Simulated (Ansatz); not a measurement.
Given:

BAs:
```xyz
4
Lattice="3.2627 0.0000 0.0000 -1.6314 2.8256 0.0000 0.0000 0.0000 5.4471" Properties=species:S:1:pos:R:3 pbc="T T T"
B      0.0000     0.0000     0.0000
B      0.0000     0.0000     2.7235
As     0.0000     1.8837     1.3618
As     1.6314     0.9419     4.0853
```

This is the PBE-relaxed structure.

### Question
All from the program Ansatz at the PBE level (PAW), unless another level is named. Give the electronic character.

### Answer
metallic (no gap).

### Question
And the density of states at the Fermi level?

### Answer
0.31 states/eV per atom (mean over ±0.08 eV).

### Question
And the formation energy from the elements (no fitted shifts)?

### Answer
0.98 eV/atom.

### Question
What about the gap with spin–orbit coupling?

### Answer
none (metallic).

Space group P6_3/mmc (NiAs type). The start of the workflow was typed in or built on a structure type; neither database checked (COD, Materials Project) lists it. It is not the phase usual at ambient conditions (space group No. 216). Symmetry was held in the PBE relaxation; its stability against distortions is not shown here. Its formation energy is positive at this level, so the cell may be metastable or incomplete. The references are the lowest solids computed at this level, not always the standard phases. Spin–orbit coupling is left out wherever it is not named.

Potentials: the earlier of the program's two PAW sets.
